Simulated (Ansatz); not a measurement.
Here is the system:

BaCuTeF:
```cif
data_Ba2Cu2F2Te2
_chemical_formula_sum 'Ba2 Cu2 Te2 F2'
_space_group_name_H-M_alt 'P4/nmm :1'
_space_group_IT_number 129
_space_group_name_Hall 'P 4ab 2ab -1ab'
_cell_length_a 4.42003
_cell_length_b 4.42003
_cell_length_c 9.42706
_cell_angle_alpha 90.000
_cell_angle_beta 90.000
_cell_angle_gamma 90.000
loop_
_space_group_symop_operation_xyz
  'x, y, z'
  '-y+1/2, x+1/2, z'
  '-x, -y, z'
  'y+1/2, -x+1/2, z'
  'x+1/2, -y+1/2, -z'
  '-y, -x, -z'
  '-x+1/2, y+1/2, -z'
  'y, x, -z'
  '-x+1/2, -y+1/2, -z'
  'y, -x, -z'
  'x+1/2, y+1/2, -z'
  '-y, x, -z'
  '-x, y, z'
  'y+1/2, x+1/2, z'
  'x, -y, z'
  '-y+1/2, -x+1/2, z'
loop_
_atom_site_label
_atom_site_type_symbol
_atom_site_symmetry_multiplicity
_atom_site_Wyckoff_symbol
_atom_site_fract_x
_atom_site_fract_y
_atom_site_fract_z
_atom_site_occupancy
Ba1 Ba 2 c 0.50000 0.00000 0.34332 1
Cu1 Cu 2 a 0.00000 0.00000 0.00000 1
Te1 Te 2 c 0.00000 0.50000 0.15976 1
F1 F 2 b 0.50000 0.50000 0.50000 1
```

This is the r²SCAN-relaxed structure.

Problem. All from plane-wave PAW r²SCAN (Ansatz code), unless another level is named. Predict the electronic dielectric constant ε∞ (DFPT).

Solution. 6.89 (xx = yy), 4.63 (zz).

Problem. Predict the Born charges (a third of the trace).

Solution. Ba +3.03, Cu +0.86, Te -2.04, F -1.84 e.

The workflow started from a Materials Project entry (that database holds measured and hypothetical structures alike); the Crystallography Open Database copy checked does not list it. Whether it is the stable phase at ambient conditions was not checked. The r²SCAN relaxation kept the symmetry of its start; phonons show weakly imaginary modes. No spin polarisation was allowed. No Hubbard U is applied. Scalar-relativistic: spin–orbit coupling is off unless named, which matters more the heavier the elements.

Potentials: the earlier of the program's two PAW sets. The files were generated under PBE; for other functionals the program regenerates the frozen cores, and for LDA and PBEsol the local potential too.
